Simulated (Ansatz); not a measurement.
**Two inputs for MoS2 with an S vacancy**

Cell: a supercell of MoS2 (space group P6_3/mmc) built from a structure deposited in the COD, with all atoms left at the host's positions.

Space group P3m1 (No. 156); a = 9.5070, c = 12.3240 Å, γ = 120.00°.

| site | Wyckoff | site symmetry | x | y | z |
| --- | --- | --- | --- | --- | --- |
| Mo1 | 1a | 3m. | 0.0000 | 0.0000 | 0.2500 |
| Mo2 | 6e | 1 | 0.0000 | 0.3333 | 0.2500 |
| Mo6 | 1b | 3m. | 0.3333 | 0.6667 | 0.2500 |
| Mo8 | 1c | 3m. | 0.6667 | 0.3333 | 0.2500 |
| Mo10 | 3d | .m. | 0.1111 | 0.8889 | 0.7500 |
| Mo12 | 3d | .m. | 0.1111 | 0.5556 | 0.7500 |
| Mo14 | 3d | .m. | 0.4444 | 0.2222 | 0.7500 |
| S19 | 6e | 1 | 0.0000 | 0.3333 | 0.6230 |
| S23 | 1b | 3m. | 0.3333 | 0.6667 | 0.6230 |
| S25 | 1c | 3m. | 0.6667 | 0.3333 | 0.6230 |
| S27 | 3d | .m. | 0.1111 | 0.8889 | 0.1230 |
| S29 | 3d | .m. | 0.1111 | 0.5556 | 0.1230 |
| S31 | 3d | .m. | 0.4444 | 0.2222 | 0.1230 |
| S36 | 1a | 3m. | 0.0000 | 0.0000 | 0.8770 |
| S37 | 6e | 1 | 0.0000 | 0.3333 | 0.8770 |
| S41 | 1b | 3m. | 0.3333 | 0.6667 | 0.8770 |
| S43 | 1c | 3m. | 0.6667 | 0.3333 | 0.8770 |
| S45 | 3d | .m. | 0.1111 | 0.8889 | 0.3770 |
| S47 | 3d | .m. | 0.1111 | 0.5556 | 0.3770 |
| S49 | 3d | .m. | 0.4444 | 0.2222 | 0.3770 |

One atom of each set is listed.

Reference run. The numbers come from a DFT calculation in Ansatz (PBE, plane waves and PAW, scalar-relativistic, 420 eV cutoff, Γ-centred 3×3×2 k-points, Fermi–Dirac smearing 0.01 eV, cell charge +2).

(1) The input is changed as follows: `hamiltonian.hubbard`: not typed → {sites: [{species: Mo, l: d, u_eff: 8.0}], double_counting: amf}. What happens to V_zz (10²¹ V/m²) and η?

Results:

(1) 

| site | V_zz reference | η reference | V_zz changed | η changed |
| --- | --- | --- | --- | --- |
| Mo1 | -6.58 | 0.00 | -23.5 | 0.00 |
| Mo2 | -6.60 | 0.01 | -23.4 | 0.01 |
| Mo6 | -6.50 | 0.00 | -23.2 | 0.00 |
| Mo8 | -6.47 | 0.00 | -23.3 | 0.00 |
| Mo10 | -10.52 | 0.47 | -24.8 | 0.09 |
| Mo12 | -6.11 | 0.11 | -24.3 | 0.57 |
| Mo14 | -7.49 | 0.08 | -23.5 | 0.15 |
| S19 | -3.89 | 0.54 | -6.45 | 0.18 |
| S23 | -4.39 | 0.00 | -6.03 | 0.00 |
| S36 | -3.46 | 0.00 | -5.32 | 0.00 |
| S37 | -5.07 | 0.54 | -6.50 | 0.52 |
| S45 | -5.12 | 0.01 | -5.96 | 0.04 |

The largest change of V_zz is on Mo12, from -6.11 to -24.3. Where |V_zz| stays above 0.1 and the axes keep their order, η moves most on S19, from 0.54 to 0.18. On Mo10, Mo12 V_xx and V_yy change places (or their axes turn by over 50°), so the two values of η hide a larger change. The table leaves out 8 of the 20 sites, with |V_zz| up to 6.06; their tensors move by 1.51 at most along any direction. The statements above cover all sites. Its pressure is 5 GPa, against 1 GPa in the reference run. The changed run opens a gap. SCF iterations: 17 and 28.

On the reference run: The run isn't spin-polarised, and a state with spin may lie lower. The defect repeats with the cell of 53 atoms, so it feels its images: sites between two images don't show the values beside a lone defect, and zeros or small values of η there can come from the images' arrangement. Mo and S carry a gradient in the pure host already, so the values there aren't the defect's effect alone. A uniform background compensates the cell's charge. The defect cell has no gap above 0.1 eV on its mesh, so the values can hang on the smearing and the k-mesh. Without spin–orbit coupling (the program notes it for Mo) the gradients can shift somewhat, as the gap is small. The neighbours have not yet relaxed around the defect (largest force 0.90 eV/Å), so a real crystal will differ.
